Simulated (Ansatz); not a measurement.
Geometry optimisation in Ansatz: input, command and trajectory.

```yaml
crystal:
  lattice:
    - [3.5698372211, 0.0, 0.0]
    - [0.0, 3.5698372211, 0.0]
    - [0.0, 0.0, 5.6667490397]
  atoms:
    - { symbol: Cu, position: [0.0, 0.0, 0.0] }
    - { symbol: Cu, position: [0.5, 0.5, 0.0] }
    - { symbol: Cu, position: [0.0, 0.5, 0.2993835447] }
    - { symbol: Cu, position: [0.5, 0.0, 0.7006164553] }
    - { symbol: As, position: [0.0, 0.5, 0.7050424572] }
    - { symbol: As, position: [0.5, 0.0, 0.2949575428] }
basis:
  ecutwfc: 420
kpoints:
  mp_grid: { grid: [10, 10, 6] }
hamiltonian:
  xc: pbesol
scf:
  occupations: { method: gaussian, width: 0.1 }
output:
  forces: true
  stress: true
  eigenvalues: true
relax:
  adjacent_minimum: "off"
  f_tol: 0.01
  max_steps: 30
  cell: { stress_tol: 0.1, fix: [volume] }
```

```bash
ansatz run input.yaml --threads 1 --pin off --max-ram 2560MiB --backend cpu --events-out ev --progress --plain --runs-dir out
```

The calculation used DFT PBEsol, scalar-relativistic, plane waves, PAW (Ansatz 0.2.0).

The volume is held at 0.88 times that of the relaxed cell.

Of 4 frames 3 are shown, positions in Å and forces in eV/Å; the SCF threshold varies from step to step. Steps run on the plane waves of an earlier cell, with a Pulay correction in the pressure. The basis is chosen afresh for the last frame, the zero of the energies, and at times for earlier ones too; energy and pressure can step there, also at an unchanged geometry. Where two frames share a geometry here, they differ by under 2 meV/atom and 0.3 GPa.

```xyz
6
Lattice="3.5698 0.0000 0.0000 0.0000 3.5698 0.0000 0.0000 0.0000 5.6667" Properties=species:S:1:pos:R:3:forces:R:3 pbc="T T T" step=1 free_energy_over_end_meV_per_atom=0.25 pressure_GPa=22.37
Cu    0.0000    0.0000    0.0000    0.0000    0.0000    0.0000
Cu    1.7849    1.7849    0.0000    0.0000    0.0000    0.0000
Cu    0.0000    1.7849    1.6965    0.0000    0.0000    0.0543
Cu    1.7849    0.0000    3.9702    0.0000    0.0000   -0.0543
As    0.0000    1.7849    3.9953    0.0000    0.0000   -0.1103
As    1.7849    0.0000    1.6715    0.0000    0.0000    0.1103
6
Lattice="3.5675 0.0000 0.0000 0.0000 3.5675 0.0000 0.0000 0.0000 5.6743" Properties=species:S:1:pos:R:3:forces:R:3 pbc="T T T" step=2 free_energy_over_end_meV_per_atom=0.08 pressure_GPa=22.28
Cu    0.0000    0.0000    0.0000    0.0000    0.0000    0.0000
Cu    1.7837    1.7837    0.0000    0.0000    0.0000    0.0000
Cu    0.0000    1.7837    1.6999    0.0000    0.0000    0.0229
Cu    1.7837    0.0000    3.9744    0.0000    0.0000   -0.0229
As    0.0000    1.7837    3.9968    0.0000    0.0000   -0.0486
As    1.7837    0.0000    1.6775    0.0000    0.0000    0.0486
6
Lattice="3.5633 0.0000 0.0000 0.0000 3.5633 0.0000 0.0000 0.0000 5.6875" Properties=species:S:1:pos:R:3:forces:R:3 pbc="T T T" step=4 free_energy_over_end_meV_per_atom=0.00 pressure_GPa=22.17
Cu    0.0000    0.0000    0.0000    0.0000    0.0000    0.0000
Cu    1.7817    1.7817    0.0000    0.0000    0.0000    0.0000
Cu    0.0000    1.7817    1.7051    0.0000    0.0000    0.0012
Cu    1.7817    0.0000    3.9825    0.0000    0.0000   -0.0012
As    0.0000    1.7817    4.0023    0.0000    0.0000    0.0002
As    1.7817    0.0000    1.6853    0.0000    0.0000   -0.0002
```

Time: 110 s on 1 thread of Arm Neoverse V1, with other jobs on the host, peak memory 0.56 GiB.